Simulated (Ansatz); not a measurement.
Moving the dispersion correction in SrCl2

The cell as given:

Symmetry: Fm-3m, No. 225, cubic system. The conventional cell has a = 6.977 Å, b = 6.977 Å, c = 6.977 Å, α = 90.00°, β = 90.00°, γ = 90.00°. Sr (site symmetry m-3m) has 8 Cl at 3.02 Å as nearest neighbours. Cl (site symmetry -43m) has 4 Sr at 3.02 Å as nearest neighbours.

Kept alike: task relaxation of cell and atoms; functional PBEsol; k mesh 7 × 7 × 7; occupations fermi-dirac, width 0.05 eV; no spin polarisation. Program: Ansatz, Ansatz PAW, cutoff 420 eV. The mesh is that of the run's cell of 3 atoms. No spin-orbit coupling.

| dispersion correction | volume (Å³/atom) |
| --- | --- |
| D3(BJ) | 26.531 |
| D3(BJ)-ATM | 26.614 |
| D4 | 26.965 |
| none | 27.503 |

The relaxations keep at least the cell's symmetry (Fm-3m). Relaxations stop with a little pressure left, so the last digits of a volume or edge aren't settled. All rows use potentials made for PBE.

The volume runs from 26.531 (D3(BJ)) to 27.503 Å³/atom (none). Against no correction: D3(BJ) -3.5 %; D3(BJ)-ATM -3.2 %; D4 -2.0 %. Dispersion terms mostly attract and so lower the volume; the schemes' coefficients and damping set how far.
